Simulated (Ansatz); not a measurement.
The start is a relaxed Ge cell, doubled along one cell vector, shaken by Gaussian noise of σ = 0.08 Å a coordinate. The cell and all atomic positions are relaxed at zero pressure with PBE (plane waves to 420 eV, PAW, scalar-relativistic; Ansatz, a program for electronic structure). First-step values are on the input's coarse k-mesh.

Ansatz input (later rounds restart from its end on a renewed k-mesh):
Ansatz 0.2 input:
```yaml
crystal:
  lattice:
    - [5.0939726082, 0, 0]
    - [0, 10.1879452164, 0]
    - [0, 0, 5.0939726082]
  atoms:
    - { symbol: Ge, position: [0.4766218092, -0.0004709787, -0.0078741707] }
    - { symbol: Ge, position: [0.4980792523, 0.4868208224, 0.0034062612] }
    - { symbol: Ge, position: [-0.027804257, 0.2429811584, 0.0236707201] }
    - { symbol: Ge, position: [-0.0042477525, 0.7463017009, -0.0085456226] }
    - { symbol: Ge, position: [-0.0138123674, -0.0083179124, 0.502874072] }
    - { symbol: Ge, position: [-0.0174803409, 0.4994044113, 0.4997565507] }
    - { symbol: Ge, position: [-0.016492207, -0.0011354799, 0.0020078186] }
    - { symbol: Ge, position: [0.0150409408, 0.4966787852, -0.0197428721] }
basis: { ecutwfc: 420, ecutrho_ratio: 4, xc_grid: 2, fft_grid_basis: typed }
kpoints: { mp_grid: { grid: [5, 3, 5] } }
hamiltonian:
  xc: pbe
  dispersion: none
  pseudopotentials: { azcp: { folder: ./paw }, kind: paw }
scf: { occupations: { method: fermi_dirac, width: 0.05 } }
relax: { f_tol: 0.01, max_steps: 100, cell: { stress_tol: 0.02 } }
output: { forces: true, stress: true }
```

Q: What is the largest force in the starting geometry, and on which atom (counted from 1)?

A: About 0.7 eV/Å, on Ge6 (atoms numbered as listed).

Q: How much energy is released per atom?

A: 0.73 eV/atom.

Q: How does the volume per atom move from start to end?

A: -35.2 %, from 33.05 to 21.43 Å³/atom.

Q: Is the parent structure recovered?

A: It does not go back: it reaches P-1 (No. 2), 0.71 eV/atom below the parent.

Q: How do the shortest distances between atoms change?

A: The closest pairs of elements (up to four, under 3.6 Å), start → end: Ge–Ge 2.45 → 2.60 Å.

Q: What band gap does the relaxed structure have at this level?

A: Zero (metallic).

Q: Write out the relaxed structure.

A: 
```
CELL_PARAMETERS angstrom
      3.89204     0.00000     0.00000
      0.56943     5.02508     0.00000
      1.02797     0.05766     8.76481
ATOMIC_POSITIONS crystal
  Ge 0.74060 0.17926 0.47603
  Ge 0.15665 0.26453 0.88450
  Ge 0.39173 0.75769 0.91033
  Ge 0.21262 0.46154 0.32333
  Ge 0.25940 0.82074 0.52397
  Ge 0.60827 0.24231 0.08967
  Ge 0.78738 0.53846 0.67667
  Ge 0.84335 0.73547 0.11550
```

Final values are on a 12×9×6 k-mesh of the relaxed cell. No spin polarisation in the result.

The relaxed structure here is a generated cell of Ge: the first start was made by a random draw of sites in a space group, and the end was not matched to a known phase here, so it may be hypothetical. Known forms of Ge include space group No. 227.
